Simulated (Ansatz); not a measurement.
Input and command of a calculation in Ansatz (plane waves; scalar-relativistic PAW potentials unless the input names others):

```yaml
crystal:
  lattice:
    - [8.1266417394, 0.0, 0.0]
    - [-4.0633208697, 7.0378781938, 0.0]
    - [0.0, 0.0, 4.3794496498]
  atoms:
    - { symbol: Si, position: [0.3333333333, 0.6666666667, 0.25] }
    - { symbol: Si, position: [0.6666666667, 0.3333333333, 0.75] }
    - { symbol: As, position: [0.7681124047, 0.5362248094, 0.25] }
    - { symbol: As, position: [0.2318875953, 0.7681124047, 0.75] }
    - { symbol: As, position: [0.4637751906, 0.2318875953, 0.25] }
    - { symbol: As, position: [0.2318875953, 0.4637751906, 0.75] }
    - { symbol: As, position: [0.7681124047, 0.2318875953, 0.25] }
    - { symbol: As, position: [0.5362248094, 0.7681124047, 0.75] }
basis:
  ecutwfc: 420
  ecutrho_ratio: 1
kpoints:
  mp_grid: { grid: [6, 6, 8] }
hamiltonian:
  xc: pbe
scf:
  occupations: { method: gaussian, width: 0.1 }
  max_iter: 100
output:
  forces: true
  eigenvalues: true
  stress: true
```

```bash
ansatz run input.yaml --threads 1 --pin off --max-ram 2560MiB --backend cpu --events-out ev --progress --plain --runs-dir out
```

Abridged log:
```
Basis set: ecut = 420 eV, 4893 PW (Γ), exchange–correlation on 96×96×48 points (8 copies of the dense FFT grid, shifted against one another)
Bands: 59, of which v1, the nominal top of the filled ones, is band 49 counted from 1 (48 counted from 0)
Symmetry: 24 space group operations
k-points: 35 of 288
SCF iter   1: F=—  HF=-30406.855877 eV  |F-HF|=—  |Δ(HF+E_count)|=         —  Δρ=5.37e-3  dr2=1.65e-1  ethr=1.77e-3  ⟨swp⟩=6.1  Hψ=7568  notcnv=0  defer=5
SCF iter   2: F=—  HF=-30406.831232 eV  |F-HF|=—  |Δ(HF+E_count)|=   2.46e-2  Δρ=3.45e-3  dr2=8.75e-2  ethr=1.68e-4  ⟨swp⟩=1.0  Hψ=2381  notcnv=0  defer=6
SCF iter   3: F=—  HF=-30406.805408 eV  |F-HF|=—  |Δ(HF+E_count)|=   2.58e-2  Δρ=1.43e-3  dr2=1.47e-2  ethr=8.93e-5  ⟨swp⟩=2.0  Hψ=2779  notcnv=0  defer=6
SCF iter   4: F=—  HF=-30406.800852 eV  |F-HF|=—  |Δ(HF+E_count)|=   4.56e-3  Δρ=4.47e-4  dr2=9.19e-4  ethr=1.50e-5  ⟨swp⟩=2.9  Hψ=3639  notcnv=0  defer=6
SCF iter   5: F=—  HF=-30406.800873 eV  |F-HF|=—  |Δ(HF+E_count)|=   2.15e-5  Δρ=1.12e-4  dr2=3.29e-5  ethr=9.38e-7  ⟨swp⟩=2.9  Hψ=3564  notcnv=0  defer=6
SCF iter   6: F=—  HF=-30406.800641 eV  |F-HF|=—  |Δ(HF+E_count)|=   2.33e-4  Δρ=4.01e-5  dr2=4.65e-6  ethr=3.36e-8  ⟨swp⟩=2.0  Hψ=3770  notcnv=0  defer=116
SCF iter   7: F=—  HF=-30406.800642 eV  |F-HF|=—  |Δ(HF+E_count)|=   1.32e-6  Δρ=1.40e-5  dr2=1.09e-6  ethr=4.75e-9  ⟨swp⟩=2.0  Hψ=3655  notcnv=0  defer=116
SCF iter   8: F=-30406.800642 eV  HF=-30406.800642 eV  |F-HF|=1.43e-8  |Δ(HF+E_count)|=   3.26e-7  Δρ=3.06e-6  dr2=3.06e-8  ethr=1.02e-10  ⟨swp⟩=8.8  Hψ=9906  notcnv=0
SCF 1 converged in 8 iterations: F = -30406.800642 eV  dr2 = 3.06e-8
SCF converged after 8 iterations
Free energy (F): -30406.800642 eV
Harris-Foulkes:  -30406.800642 eV  (|F-HF|=1.43e-8)
Internal energy: -30406.798044 eV  (E = F + TS)
E sigma→0 (E₀):  -30406.799343 eV
Entropy (-TS):   -0.002597 eV (-0.325 meV/atom)
Fermi energy:    4.703498 eV
--- Forces (eV/Å), atoms counted from 1 ---
  atom   1  Si     0.00000000     0.00000000     0.00000000
  atom   2  Si     0.00000000     0.00000000     0.00000000
  atom   3  As     0.00000000    -0.02265380     0.00000000
  atom   4  As     0.01961877    -0.01132690     0.00000000
  atom   5  As     0.01961877     0.01132690     0.00000000
  atom   6  As     0.00000000     0.02265380     0.00000000
  atom   7  As    -0.01961877     0.01132690     0.00000000
  atom   8  As    -0.01961877    -0.01132690     0.00000000
--- Stress (GPa, compression-positive) ---
        2.879537       0.000000       0.000000
        0.000000       2.879537       0.000000
        0.000000       0.000000       2.527248
  P = ⅓ Tr σ = 2.7621 GPa (27.621 kbar)
```

Question: Find the fault.

Answer: The fault is a density cutoff too low for products of the waves, which reach up to 4 times the waves' cutoff (basis.ecutrho_ratio: not typed → 1, the first being the value of the sound run). Setting it back cures it. The log, from which this was withheld above, says: «Warning: basis.ecutrho_ratio = 1 (ecutrho = 420 eV) is below the records' recommended 1680 eV» «settings of this run that can trade accuracy for cost: basis.ecutrho_ratio < 4. Do not mix this run's numbers with those of runs without the same settings; the input reference describes each key» The run converged all the same, with an energy at zero smearing 120 meV/atom below the reference's, pressure 2.76 GPa, largest force 0.023 eV/Å, no gap on the mesh, so convergence alone doesn't show that an input is right. A reference run on usual settings, whose relaxation ended at this geometry, converged, and the end of its own relaxation has pressure 0.02 GPa, largest force 0.004 eV/Å, no gap on the mesh.

The run took 48 s on 1 thread of Arm Neoverse V1 (shared host), peak memory 0.66 GiB.